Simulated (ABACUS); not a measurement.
Worked example: self-consistent single point of BaTiO3 (Pm-3m, 5 atoms in the cell; from Materials Project mp-2998) in ABACUS.

Computed with PBE, PseudoDojo 0.5 standard norm-conserving PBE (tails mended) pseudopotentials (plane waves; ABACUS).

```
CELL_PARAMETERS angstrom
      4.00768     0.00000     0.00000
      0.00000     4.00768     0.00000
      0.00000     0.00000     4.00768
ATOMIC_POSITIONS crystal
  Ba 0.50000 0.50000 0.50000
  Ti 0.00000 0.00000 0.00000
  O  0.50000 0.00000 0.00000
  O  0.00000 0.50000 0.00000
  O  0.00000 0.00000 0.50000
```

Reference input (self-consistent single point, DFT, PBE, numerical atomic orbitals DZP (confined pseudo-atomic orbitals with Gaussian additions; energy shift 0.01 Ry), PseudoDojo 0.5 standard norm-conserving PBE (tails mended) pseudopotentials): basis = DZP numerical atomic orbitals, energy shift 0.01 Ry; KPT = Gamma 4 4 4 0 0 0; basis_type = lcao; ecutwfc = 100 Ry; smearing_method = fd; smearing_sigma = 0.00146997 Ry; potentials = PseudoDojo 0.5 standard norm-conserving PBE (tails mended); symmetry = 1; ks_solver = genelpa; scf_nmax = 100; scf_thr = 1.0e-07; mixing_type = broyden. This run's input differs from it in these lines:

```diff
@@ -3,6 +3,5 @@
 calculation          scf
-basis_type           lcao
+basis_type           pw
 pseudo_dir           ./
-orbital_dir          ./
-ecutwfc              100.0
+ecutwfc              84.0
 symmetry             1
@@ -10,5 +9,5 @@
 smearing_sigma       0.00146997
-ks_solver            genelpa
+ks_solver            dav_subspace
 scf_nmax             100
-scf_thr              1.0e-07
+scf_thr              1.0e-09
 mixing_type          broyden
@@ -16,3 +15,2 @@
 cal_stress           1
-out_mul              1
 device               cpu
@@ -23,7 +21,2 @@
 O 15.999 O.upf
-
-NUMERICAL_ORBITAL
-Ba_pbe_9.9au_3s2p1d.orb
-Ti_pbe_8.0au_3s2p2d1f.orb
-O_pbe_4.3au_2s2p1d.orb
```

Log, with long lists cut:

```
 SELF-CONSISTENT
 -------------------------------------------
                                 init_chg = atomic

 PW ALGORITHM --------------- ION=   1  ELEC=   1--------------------------------

 Density error is 1.8736122882
                          Error Threshold = 0.01
 E_KohnSham     -273.5783208662      -3722.2240130529
 E_Fermi        0.7966609153         10.8391278221

 PW ALGORITHM --------------- ION=   1  ELEC=   2--------------------------------

 Density error is 29.5016969366
                          Error Threshold = 0.0046840307205
 E_KohnSham     -270.2877508398      -3677.4535110262
   [... lines left out ...]

 Density error is 1.03916552361e-08
                          Error Threshold = 6.11370817623e-12
 E_KohnSham     -274.5943720508      -3736.0480986223
 E_Fermi        0.8391538202         11.4172734537

 PW ALGORITHM --------------- ION=   1  ELEC=  13--------------------------------

 Density error is 2.38468762723e-10
                          Error Threshold = 6.11370817623e-12
 E_KohnSham     -274.5943720526      -3736.0480986469
 E_KS(sigma->0) -274.5943720526      -3736.0480986469
 E_entropy(-TS) -0.0000000000        -0.0000000000
 E_Fermi        0.8391521236         11.4172503699
 charge density convergence is achieved
 final etot is -3736.0480986 eV
 EFERMI = 11.41725037 eV

 STATE ENERGY(eV) AND OCCUPATIONS    NSPIN == 1
   [... 27 lines left out ...]

 TOTAL-FORCE (eV/Angstrom)
                       Ba1         0.0000000000         0.0000000000         0.0000000000
                       Ti1         0.0000000000         0.0000000000         0.0000000000
                        O1         0.0000000000         0.0000000000         0.0000000000
                        O2         0.0000000000         0.0000000000         0.0000000000
                        O3         0.0000000000         0.0000000000         0.0000000000

 TOTAL-STRESS (KBAR)
        10.3240827030        -0.0000000000        -0.0000000000
         0.0000000000        10.3240827030         0.0000000000
        -0.0000000000         0.0000000000        10.3240827030
 TOTAL-PRESSURE: 10.324083 KBAR

 --------------------------------------------
 !FINAL_ETOT_IS -3736.0480986468651281 eV
 --------------------------------------------
```

The run converged in 13 iterations. Against the reference run the free energy drops by 241 meV/atom, the pressure hardly changes (0.97 to 1.03 GPa) and the gap on the mesh goes from 1.657 to 1.801 eV.

This run is one point of a test of settings, so its values need not be converged; read them against the reference run alone. The structure comes from a collection of computed structures, made at another level of theory; the collection holds predicted forms beside known ones.

Cost on one core: very roughly 60 core-seconds.

The atomic orbitals were generated for these runs; they are not ABACUS's published sets and were checked against plane waves on a few crystals only.

“Tails mended”: in these copies of the files the far tail of each local potential was reset to the Coulomb form.
